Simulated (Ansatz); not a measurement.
SrO:
```
CELL_PARAMETERS angstrom
      0.00000     2.57676     2.57676
      2.57676     0.00000     2.57676
      2.57676     2.57676     0.00000
ATOMIC_POSITIONS crystal
  Sr 0.50000 0.50000 0.50000
  O  0.00000 0.00000 0.00000
```

Relaxed with HSE06.

Q: Give the Bader charges and basin volumes of the independent atoms, plane-wave PAW HSE06 (Ansatz code).

A: 

```csv
atom,Bader charge (e),Bader volume (Å³)
Sr1,+1.54,16.9
O2,-1.54,17.3
```

Space group Fm-3m (rock salt). Symmetry was held in the HSE06 relaxation.

Potentials: the earlier of the program's two PAW sets. The files were generated under PBE; for other functionals the program regenerates the frozen cores, and for LDA and PBEsol the local potential too.
